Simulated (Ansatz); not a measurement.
Data:

SrNbO₃:
Space group Pm-3m (No. 221); a = b = c = 4.0179 Å, α = β = γ = 90.00°

```csv
atom,site,symmetry,x,y,z
Sr,1b,m-3m,0.5000,0.5000,0.5000
Nb,1a,m-3m,0.0000,0.0000,0.0000
O,3d,4/mm.m,0.0000,0.0000,0.5000
```

This is the PBEsol-relaxed structure.

All from DFT-PBEsol in the program Ansatz with PAW potentials, unless another level is named. Predict the Debye temperature from the elastic constants.

545 K.

Predict the elastic constants (relaxed ions, GPa).

C11 = 381, C12 = 93.2, C44 = 60.9.

What about the highest zone-centre frequency?

617 cm⁻¹.

The first step of the workflow began from a Materials Project structure, measured or hypothetical; the Crystallography Open Database copy checked does not list it. COD files the formula under space group No. 62. Its standing as an ambient phase is unchecked. Symmetry was held in the PBEsol relaxation; whether a distortion lowers the energy is not shown. The run is not spin-polarised. With an odd number of electrons in the cell and no spin polarisation, the count alone makes it a metal. As this level gives no gap, shear constants depend on the k-mesh and smearing (Fermi–Dirac, 0.1 eV here). As this level gives no gap, phonon frequencies hold no LO–TO term and depend on the k-mesh and smearing (Fermi–Dirac, 0.1 eV here).

Potentials: the later of the program's two PAW sets.
